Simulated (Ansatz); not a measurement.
TiS in space group P-6m2 (No. 187; Ti on 1e, S on 1b) under volume change, the program Ansatz at the LDA level (PAW), shape and atoms relaxed at each volume.

| V (Å³/atom) | E − E(relaxed) (meV/atom) | P (GPa) |
|---|---|---|
| 12.707 | ? | ? |
| 13.126 | 28.7 | 11.59 |
| 13.545 | 6.8 | 5.34 |
| 13.963 | 0.0 | 0.00 |
| 14.382 | 6.1 | -4.57 |
| 14.801 | 23.3 | -8.47 |
| 15.220 | ? | ? |

Some entries are withheld; supply them.


- 15.220, E − E(relaxed) (meV/atom): 49.9
- 15.220, P (GPa): -11.79
- 12.707, E − E(relaxed) (meV/atom): 68.4
- 12.707, P (GPa): 18.92

What does a third-order Birch–Murnaghan fit give for V₀, B₀ and B′?

V₀ = 13.96 Å³/atom, B₀ = 164 GPa, B′ = 4.2.

The workflow started from a Materials Project entry (that database holds measured and hypothetical structures alike); the Crystallography Open Database copy checked does not list it. COD files the formula under space group No. 166, 194, so this cell is another polymorph or a model. Its standing as an ambient phase is unchecked. Symmetry was held in the LDA relaxation; of distortions, only those at the zone centre were tested. No spin polarisation was allowed.

Potentials: the later of the program's two PAW sets.
